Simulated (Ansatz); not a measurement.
**Ba3MoN3: Field gradients at the nuclei**

The cell is a Materials Project structure (computed, not necessarily an observed phase), taken as it stands.

```yaml
crystal:
  lattice:
    - [8.50236, 0.00000, 0.00000]
    - [-4.25118, 7.36326, 0.00000]
    - [0.00000, 0.00000, 5.63470]
  atoms:
    - { symbol: Ba, position: [0.91115, 0.64130, 0.25000] }
    - { symbol: Ba, position: [0.73014, 0.08885, 0.25000] }
    - { symbol: Ba, position: [0.35870, 0.26986, 0.25000] }
    - { symbol: Ba, position: [0.08885, 0.35870, 0.75000] }
    - { symbol: Ba, position: [0.26986, 0.91115, 0.75000] }
    - { symbol: Ba, position: [0.64130, 0.73014, 0.75000] }
    - { symbol: Mo, position: [0.66667, 0.33333, 0.75000] }
    - { symbol: Mo, position: [0.33333, 0.66667, 0.25000] }
    - { symbol: N, position: [0.87451, 0.56177, 0.75000] }
    - { symbol: N, position: [0.68726, 0.12549, 0.75000] }
    - { symbol: N, position: [0.43823, 0.31274, 0.75000] }
    - { symbol: N, position: [0.12549, 0.43823, 0.25000] }
    - { symbol: N, position: [0.31274, 0.87451, 0.25000] }
    - { symbol: N, position: [0.56177, 0.68726, 0.25000] }
```

Sites (sets of like atoms) are named by element and the number of their first atom in this list.

The numbers come from a DFT calculation in Ansatz (r2SCAN, plane waves and PAW, scalar-relativistic, collinear spin, 500 eV cutoff, Γ-centred 4×4×5 k-points, Fermi–Dirac smearing 0.02 eV). Start moments as typed (μB): 2 on each Mo, none on the rest.

V_zz is the principal component of the electric field gradient with the largest magnitude, η = (V_xx − V_yy)/V_zz and C_Q = eQV_zz/h. Directions are in the Cartesian axes of the cell vectors above, for the atom listed; none is given where the gradient is under 0.02 or η is above 0.95.

```tsv
site	first atom	first shell	V_zz (10²¹ V/m²)	η	direction of V_zz (x, y, z)
Ba	1	5 N at 2.88–3.18 Å	5.66	0.14	-0.01 1.00 0.00
Mo	7	3 N at 1.86 Å	28.7	0.00	0.00 0.00 1.00
N	9	1 Mo at 1.86 Å; also 5 Ba at 2.88–3.18 Å	4.58	0.55	0.00 0.00 1.00
```

An axis of threefold or higher order runs through Mo, so V_zz lies along it and η is zero.

The largest force is 0.6 eV/Å, so the atoms aren't at the calculated equilibrium and relaxing them would move these values. The program didn't check the stability of this electronic state in full, so a lower one may lie near. Without spin–orbit coupling (the program notes it for Ba and Mo) the gradients can shift somewhat, as the gap is small. With a gap of 0.4 eV on this mesh, the gradients can still move by some per cent as the k-mesh gets denser. The start moments die out, and the run ends without spin.
